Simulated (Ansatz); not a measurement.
## Na2Se2O7: what a change does to the field gradients

Base: a Materials Project structure (computed, not necessarily an observed phase), its atoms then relaxed with PBE in this cell.

```
Na Se O
1.0
     6.94027    0.00000    0.00000
     0.96075    6.88202    0.00000
     2.94792    0.51684    6.37853
Na Se O
4 4 14
Cartesian
  4.2542 4.7602 3.8545
  6.5947 2.6387 2.5240
  8.3065 6.7668 4.8722
  2.5424 0.6321 1.5064
  6.8901 6.0865 1.7757
  3.9589 1.3123 4.6029
  2.3703 4.1732 0.8561
  8.4786 3.2257 5.5224
  5.7246 6.7661 0.8519
  5.1243 0.6328 5.5267
  6.3888 5.0007 2.8925
  4.4601 2.3982 3.4860
  6.9861 0.2803 2.4406
  3.8628 7.1185 3.9379
  3.3106 5.1718 1.7355
  7.5384 2.2271 4.6430
  1.8495 2.8642 1.6899
  8.9994 4.5346 4.6887
  5.7138 4.4197 5.6802
  5.1352 2.9792 0.6983
  7.7743 5.1676 0.5117
  3.0746 2.2313 5.8668
```

Sites (sets of like atoms) are named by element and the number of their first atom in this list.

The numbers come from a DFT calculation in Ansatz (PBE, plane waves and PAW, scalar-relativistic, 420 eV cutoff, Γ-centred 4×3×4 k-points, Fermi–Dirac smearing 0.02 eV).

Gradients in 10²¹ V/m², for some of the sites:

```
site  atoms  V_zz base  η base  V_zz variant  η variant
 Na1      1      -0.38    0.61         -0.38       0.55
 Na3      3      -0.82    0.73         -0.84       0.70
 Na4      4      -0.82    0.73         -0.73       0.83
 Se6      6      11.87    0.05         11.75       0.09
 Se7      7      15.15    0.19         15.21       0.17
 Se8      8      15.15    0.19         15.13       0.19
 O10     10      18.11    0.21         18.19       0.21
 O12     12      17.85    0.17         17.88       0.18
 O14     14      17.82    0.14         17.73       0.14
 O15     15      18.22    0.14         18.07       0.13
 O17     17      18.01    0.24         18.20       0.24
 O19     19      18.58    0.18         18.63       0.19
 O21     21      15.74    0.90         15.72       0.90
 O22     22      15.74    0.90         15.76       0.90
```

Problem. Which change was made?
A. volume scaled by 1.02, ions at fixed fractional positions
B. x stretched by 2 %, ions at fixed fractional positions
C. x and y stretched by 2 %, ions at fixed fractional positions
D. atom 4 (Na) moved by 0.15 Å along (-0.004, -0.129, 0.076) Å

Solution. D. It leaves 22 symmetry-distinct sites where the base has 11, which no other option does. The largest change of V_zz is on O17, from 18.01 to 18.20. The whole tensor moves most on Se7, by 0.38 along its most changed direction. In per cent, |V_zz| changes by -11 to +2 on Na, -1 to 0 on Se, -1 to +1 on O (all sites that start above 0.5). The table leaves out 8 of the 22 sites, with |V_zz| up to 18.61; their tensors move by 0.07 at most along any direction. The statements above cover all sites.

For the variant: The atoms aren't relaxed after the move (largest force 0.5 eV/Å).
